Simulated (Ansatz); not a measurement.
OsC (rock salt, Fm-3m) at seven volumes, plane-wave PAW PBEsol (Ansatz code), scaled uniformly. One row is withheld.

| V (Å³/atom) | P (GPa) |
|---|---|
| 9.130 | 44.43 |
| 9.431 | 27.14 |
| 9.732 | 12.48 |
| 10.033 | 0.00 |
| 10.334 | ? |
| 10.635 | -19.54 |
| 10.936 | -27.15 |

### Question
Fit the shown pressures and predict the withheld one.

### Answer
Third-order Birch–Murnaghan: P = (3/2)B₀(x^(7/2) − x^(5/2))[1 + (3/4)(B′ − 4)(x − 1)] with x = (V₀/V)^(2/3). Least squares on the six rows gives V₀ = 10.034 Å³/atom, B₀ = 381.7 GPa, B′ = 4.44. At V = 10.334, x = 0.9806 and P = -10.53 GPa. The run itself gave -10.57 GPa.

The start of the workflow was typed in or built on a structure type; neither database checked (COD, Materials Project) lists it. Whether it is the stable phase at ambient conditions was not checked. The PBEsol relaxation kept the symmetry of its start. At this level the phase is dynamically unstable (imaginary phonons). The run is not spin-polarised. Its formation energy is positive at this level, so the cell may be metastable or incomplete. Spin–orbit coupling is left out wherever it is not named.

Potentials: the later of the program's two PAW sets.
